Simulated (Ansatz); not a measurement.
Ansatz (an electronic-structure program) input:

Ansatz 0.2 input:
```yaml
crystal:
  lattice:
    - [-1.6014301454, 1.6014301454, 3.9082810213]
    - [1.6014301454, -1.6014301454, 3.9082810213]
    - [1.6014301454, 1.6014301454, -3.9082810213]
  atoms:
    - { symbol: Si, position: [0.3345259849, 0.3345259849, 0.0] }
    - { symbol: Si, position: [0.6654740151, 0.6654740151, 0.0] }
    - { symbol: W, position: [0.0, 0.0, 0.0] }
kpoints:
  mp_grid: { grid: [18, 18, 18] }
hamiltonian:
  xc: pbesol
  pseudopotentials: { azcp: { folder: ./paw }, kind: paw }
scf:
  occupations: { method: fermi_dirac, width: 0.1 }
phonons:
  method: dfpt
  response_accuracy: low
  eigenvectors: true
  rigid_motions: translations
```

Output (shortened):

```
Pseudopotential: Si, paw, valence charge 4
Pseudopotential: W, paw, valence charge 14
Functional definition: PBEsol
Crystal: 3 atoms, lattice volume = 40.092 Å³
Basis set: ecut = 420 eV, 769 PW (Γ), exchange–correlation on 64×64×64 points (8 copies of the dense FFT grid, shifted against one another)
Bands: 15, of which v1, the nominal top of the filled ones, is band 11 counted from 1 (10 counted from 0)
Symmetry: 16 space group operations
k-points: 865 of 5832 (irreducible under 4 space group operations, time reversal used)
SCF iter   1: F=—  HF=-11502.246852 eV  |F-HF|=—  |Δ(HF+E_count)|=         —  Δρ=4.97e-2  dr2=9.84e-1  ethr=3.10e-3  ⟨swp⟩=5.7  Hψ=78138  notcnv=0
preconditioner: auto → Kerker (q_TF=auto, 2.469 Å⁻¹)
SCF iter   2: F=—  HF=-11501.997238 eV  |F-HF|=—  |Δ(HF+E_count)|=   2.50e-1  Δρ=2.64e-2  dr2=2.16e-1  ethr=3.10e-3  ⟨swp⟩=2.2  Hψ=23933  notcnv=0
SCF iter   3: F=—  HF=-11501.920894 eV  |F-HF|=—  |Δ(HF+E_count)|=   7.63e-2  Δρ=6.67e-3  dr2=1.45e-2  ethr=9.80e-4  ⟨swp⟩=2.8  Hψ=23564  notcnv=0
SCF iter   4: F=—  HF=-11501.915547 eV  |F-HF|=—  |Δ(HF+E_count)|=   5.35e-3  Δρ=5.17e-4  dr2=5.84e-5  ethr=6.57e-5  ⟨swp⟩=2.2  Hψ=20848  notcnv=0
SCF iter   5: F=—  HF=-11501.915526 eV  |F-HF|=—  |Δ(HF+E_count)|=   2.14e-5  Δρ=5.92e-5  dr2=9.73e-7  ethr=2.65e-7  ⟨swp⟩=2.5  Hψ=21375  notcnv=0
SCF iter   6: F=—  HF=-11501.915528 eV  |F-HF|=—  |Δ(HF+E_count)|=   1.66e-6  Δρ=1.00e-5  dr2=3.62e-8  ethr=4.42e-9  ⟨swp⟩=2.5  Hψ=19965  notcnv=0
SCF iter   7: F=—  HF=-11501.915528 eV  |F-HF|=—  |Δ(HF+E_count)|=   4.01e-9  Δρ=1.55e-6  dr2=1.27e-9  ethr=1.64e-10  ⟨swp⟩=2.6  Hψ=19082  notcnv=0
SCF iter   8: F=—  HF=-11501.915528 eV  |F-HF|=—  |Δ(HF+E_count)|=  3.11e-10  Δρ=2.23e-7  dr2=1.95e-11  ethr=5.75e-12  ⟨swp⟩=2.2  Hψ=18172  notcnv=0
SCF iter   9: F=-11501.915528 eV  HF=-11501.915528 eV  |F-HF|=1.82e-12  |Δ(HF+E_count)|=  1.82e-12  Δρ=3.51e-8  dr2=7.80e-13  ethr=1.00e-12  ⟨swp⟩=5.1  Hψ=51683  notcnv=0
the search or the solves at the SCF's close seem to have found levels that the self-consistency loop had missed (the run counts 2) …
SCF 1 converged in 9 iterations: F = -11501.915528 eV  dr2 = 7.80e-13
DFPT response loops at Γ: preconditioner auto → Kerker (q_TF=auto, 2.469 Å⁻¹) (partly filled bands, converged f_vac=0.000) …
phonon interpolation: 4 periodic images of 4 blocks of the force constants (a block to an ordered pair of atoms and a translation) lie up to 6.75e-3 Å farther …
SCF converged after 9 iterations
Free energy (F): -11501.915528 eV
Harris-Foulkes:  -11501.915528 eV  (|F-HF|=1.82e-12)
Internal energy: -11501.905430 eV  (E = F + TS)
E sigma→0 (E₀):  -11501.910479 eV
Entropy (-TS):   -0.010098 eV (-3.366 meV/atom)
Fermi energy:    16.717048 eV
--- Per-component energies (eV) ---
  E_band       = -80.940716
  E_kinetic    = 513.729111
  E_local      = -881.664989  (includes V_loc(G=0)·N_el)
  E_nonlocal   = 21.233912
  E_hartree    = 383.364209
  E_xc         = -382.862777
  E_vxc        = -333.536141  (∫ρ·V_xc dr)
  E_paw        = -9446.680423  (= ΣΔE_a)
  E_vpaw       = -167.431205  (= ΣTr[D̂ρ^β])
  E_aug_tail   = 0.000209  (compensation charges beyond the density's cutoff)
  E_ewald      = -1709.309662
  E_core_change = 0.284979  (= ΣΔE_core)
  E_smearing   = -0.010098  (= −TS)
  E_closure    = 0.000000  (closes the sum)
  Σ components = -11501.915528   (vs F -11501.915528, Δ=0.00e0)
  [band-id]    e_kinetic+e_local+e_nonlocal+2·e_hartree+e_vxc+e_vpaw+e_augmentation_tail = -80.940684   (vs E_band -80.940716, Δ=3.18e-5)
--- Band table (eV; the first three rows and the last of 865) ---
  k-point 0: bands = ["-57.0366", "-21.3182", "-21.2837", "-21.2837", "2.5742", "9.7985", "12.9874", "13.3186", "13.8536", "13.8536", "17.3446", "19.5386", "19.5972", "19.8490", "19.8490"]
  k-point 1: bands = ["-57.0361", "-21.3169", "-21.2905", "-21.2896", "2.6756", "9.8917", "12.6201", "13.3430", "13.5865", "14.2384", "16.8271", "19.3838", "19.9144", "19.9244", "19.9491"]
  k-point 2: bands = ["-57.0347", "-21.3132", "-21.3097", "-21.3067", "2.9753", "10.1556", "12.0888", "12.9514", "13.4198", "14.7567", "15.7078", "19.1729", "20.1224", "20.1632", "20.5579"]
  k-point 864: bands = ["-57.0365", "-21.3365", "-21.2850", "-21.2850", "4.8639", "5.6379", "12.7970", "14.0995", "15.9001", "15.9001", "16.2022", "16.2022", "17.5229", "21.2349", "21.6890"]
--- Phonons (Γ-DFPT): 4 representative perturbations + reference, on 865 of 5832 k-points (Σ response iterations 10) ---
  ASR residual: 4.276e-4 → 0.000e0 eV/Å²; symmetrization residual: 1.044e-5 eV/Å²
  ASR residual per site (eV/Å²): 1.29e-5 1.29e-5 4.28e-4
  Γ frequencies (cm⁻¹): 0.00 0.00 0.00 262.54 262.54 305.31 340.86 340.86 447.99
  non-analytic LO–TO correction: not included (Born effective charges unavailable; polar crystals: no LO–TO splitting at Γ)
```

Cost: roughly 2.8 core-minutes on shared cores.

Space group I4/mmm (MoSi2 or CaC2 type). The PBEsol relaxation kept the symmetry of its start. No spin polarisation was allowed. As this level gives no gap, phonon frequencies hold no LO–TO term and depend on the k-mesh and smearing (Fermi–Dirac, 0.1 eV here). Spin–orbit coupling is left out wherever it is not named.

Potentials: the earlier of the program's two PAW sets. The files were generated under PBE; for other functionals the program regenerates the frozen cores, and for LDA and PBEsol the local potential too.

Ansatz is a plane-wave DFT program.
